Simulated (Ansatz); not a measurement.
HfO2:
```yaml
crystal:
  lattice:
    - [3.22967, 0.00000, 0.00000]
    - [-1.61483, 2.79697, 0.00000]
    - [0.00000, 0.00000, 4.67779]
  atoms:
    - { symbol: Hf, position: [0.00000, 0.00000, 0.00000] }
    - { symbol: O, position: [0.33333, 0.66667, 0.20502] }
    - { symbol: O, position: [0.66667, 0.33333, 0.79498] }
```

Relaxed with r²SCAN+D4. Special points in fractions of this cell's reciprocal vectors: Γ (0.000, 0.000, 0.000); M (0.500, 0.000, 0.000); K (0.333, 0.333, 0.000); A (0.000, 0.000, 0.500); L (0.500, 0.000, 0.500); H (0.333, 0.333, 0.500).

List the band energies nearest the valence-band maximum at these points for r²SCAN+D4 in the plane-wave PAW code Ansatz.

In eV from the valence-band maximum; about four levels below and three above (degenerate sets whole), none deeper than 8.9 eV; points with the same levels are listed once.

```csv
k,below,above
Γ,-3.86 -0.32 -0.32 -0.12,5.66 5.66 5.79
M,-1.77 -1.61 -1.20 -0.86,5.09 6.36 7.68
K,-2.97 -2.97 -1.38 -1.38 -0.65,5.05 6.86 6.86
A,-3.02 -1.33 -0.38 -0.38,5.58 5.58 6.81
L,-2.23 -1.31 -1.06 -0.23,5.53 6.71 7.65
H,-2.96 -1.13 -1.13 -0.97,5.90 7.03 7.03
```

Space group P-3m1 (CdI2 type). A made-up cell: these elements were put on the sites of a structure type; neither database checked (COD, Materials Project) lists it. It is not the phase usual at ambient conditions (space group No. 14, 29). Symmetry was held in the r²SCAN+D4 relaxation; its stability against distortions is not shown here. The run is not spin-polarised. Spin–orbit coupling is left out wherever it is not named.

Potentials: the earlier of the program's two PAW sets.
